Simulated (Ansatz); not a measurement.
Input:

BaS:
```cif
data_Ba4S4
_chemical_formula_sum 'Ba4 S4'
_space_group_name_H-M_alt 'Fm-3m'
_space_group_IT_number 225
_space_group_name_Hall '-F 4 2 3'
_cell_length_a 6.33152
_cell_length_b 6.33152
_cell_length_c 6.33152
_cell_angle_alpha 90.000
_cell_angle_beta 90.000
_cell_angle_gamma 90.000
loop_
_atom_site_label
_atom_site_type_symbol
_atom_site_symmetry_multiplicity
_atom_site_Wyckoff_symbol
_atom_site_fract_x
_atom_site_fract_y
_atom_site_fract_z
_atom_site_occupancy
Ba1 Ba 4 a 0.00000 0.00000 0.00000 1
S1 S 4 b 0.50000 0.50000 0.50000 1
```
(The calculation used a cell of 2 atoms; values per cell refer to that cell.)

This is the PBEsol-relaxed structure.

**Question.** All from the program Ansatz at the PBEsol level (PAW), unless another level is named. Estimate the smallest direct gap on the standard path.

**Answer.** 2.13 eV.

**Question.** What about the formation energy from the elements (no fitted shifts)?

**Answer.** -2.15 eV/atom.

**Question.** What about the hole effective mass, band 2 of 3 at the edge?

**Answer.** 2.6 along [100], 0.55 along [110], 0.75 along [111] (mₑ).

**Question.** What about the electron effective mass with spin–orbit coupling?

**Answer.** 0.32, 0.32, 1.3 mₑ (principal values).

**Question.** Give the hole effective mass with spin–orbit coupling, band 2 of 2 at the edge.

**Answer.** 0.29 along [100], 0.36 along [110], 0.42 along [111] (mₑ).

**Question.** Next, the hole effective mass with spin–orbit coupling, band 1 of 2 at the edge?

**Answer.** 2.8 along [100], 1.00 along [110], 0.72 along [111] (mₑ).

The PBEsol relaxation kept the symmetry of its start. The references are the lowest solids computed at this level, not always the standard phases. Spin–orbit coupling is left out wherever it is not named.

Potentials: the later of the program's two PAW sets.
